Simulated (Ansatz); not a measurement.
## Relaxing a structure of ZnO

The start is a relaxed ZnO cell with every coordinate shifted by Gaussian noise of σ = 0.1 Å. A full variable-cell relaxation at zero pressure is run with PBEsol (plane waves to 420 eV, PAW, scalar-relativistic; Ansatz, an electronic-structure program). The first steps use a coarse 7×7×2 k-mesh.

Input geometry:
```
CELL_PARAMETERS angstrom
      3.22127     0.00000     0.00000
     -1.61064     2.78970     0.00000
      0.00000     0.00000    15.72706
ATOMIC_POSITIONS crystal
  Zn 0.05593 0.01214 0.00283
  Zn 0.99500 0.02559 0.49094
  Zn 0.69521 0.30763 0.81786
  Zn 0.28512 0.66344 0.33886
  Zn 0.61909 0.27298 0.16117
  Zn 0.36243 0.74284 0.66720
  O  0.98026 0.99257 0.87633
  O  0.01662 0.04752 0.38387
  O  0.64169 0.30079 0.70593
  O  0.38514 0.76551 0.19962
  O  0.69980 0.30916 0.04018
  O  0.29374 0.64203 0.54578
```

Problem. What pressure does the first self-consistent step give?

Solution. +12.1 GPa (positive: the cell is compressed).

Problem. How much energy is released per atom?

Solution. 0.34 eV/atom.

Problem. How do the shortest distances between atoms change?

Solution. The closest pairs of elements (up to four, under 3.6 Å), start → end: O–Zn 1.54 → 1.97 Å; Zn–Zn 2.85 → 3.21 Å; O–O 2.93 → 3.21 Å.

Problem. Is the relaxed structure metallic? Give its gap.

Solution. 0.63 eV, direct at Γ (no spin-orbit coupling).

Relaxed structure:

Space group P6₃mc (No. 186); a = b = 3.221 Å, c = 15.727 Å, α = β = 90.00°, γ = 120.00°

```
atom  site  symmetry       x       y       z
----  ----  --------  ------  ------  ------
Zn      2a       3m.  0.0000  0.0000  0.4985
Zn      2b       3m.  0.3333  0.6667  0.3320
Zn      2b       3m.  0.6667  0.3333  0.1652
O       2a       3m.  0.0000  0.0000  0.3733
O       2b       3m.  0.3333  0.6667  0.2065
O       2b       3m.  0.6667  0.3333  0.0398
```

Final values are on a 10×10×2 k-mesh of the relaxed cell. No spin polarisation in the result.

The first start was generated by placing the elements on the sites of a structure type. A measured structure of ZnO has the same space group, P6₃mc (No. 186); the sites were not compared with it.
